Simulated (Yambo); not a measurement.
Ba₂CaTeO₆ (space group Fm-3m, No. 225), G0W0@LDA (Yambo, plasmon pole, terminator in G, 2×2×2 mesh): gap Γ → Γ in eV by bands and screening block.

```tsv
bands (W and G)	2 Ry	3 Ry	5 Ry	6 Ry	8 Ry
79	5.39	5.26	5.18	5.18	5.21
117	…	4.91	4.83	4.83	4.86
167	4.90	…	…	4.69	4.71
231	4.87	4.73	4.66	4.66	4.69
296	4.85	4.71	4.63	4.64	4.67
```

Q: Estimate the withheld gaps from their neighbours; the computed values follow.

A: 
- 117, 2 Ry: 5.03
- 167, 3 Ry: 4.76
- 167, 5 Ry: 4.68

The largest settings aren't shown to be the converged limit.

The standard potential for Te keeps a d shell in the valence without the s and p states of that shell. In tests on such compounds this moved G0W0 gaps by up to about 0.9 eV, so absolute quasiparticle energies here are unreliable; differences between settings are what counts.

Spin-orbit coupling is not included.

Geometry of the Materials Project entry, not relaxed at this level; primitive cell a = b = c = 6.0165 Å, α = β = γ = 60.00°.
